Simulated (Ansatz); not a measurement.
SnSe (zinc blende, space group No. 216) under volume change, plane-wave PAW PBEsol (Ansatz code), scaled uniformly.

```
V (Å³/atom)  E − E(relaxed) (meV/atom)  P (GPa)
-----------  -------------------------  -------
33.673                            31.4     3.32
34.783                            13.0     2.03
35.893                             2.9     0.92
37.003                             0.0    -0.08
38.113                             3.8    -0.99
39.223                            13.5    -1.78
40.334                            28.3    -2.49
```

Q: What does a third-order Birch–Murnaghan fit give for V₀, B₀ and B′?

A: V₀ = 36.90 Å³/atom, B₀ = 31.9 GPa, B′ = 2.9.

Space group F-43m (zinc blende). The start of the workflow was typed in or built on a structure type; neither database checked (COD, Materials Project) lists it. It is not the phase usual at ambient conditions (space group No. 62). Symmetry was held in the PBEsol relaxation. At this level the phase is mechanically unstable. Spin–orbit coupling is left out wherever it is not named.

Potentials: the earlier of the program's two PAW sets.
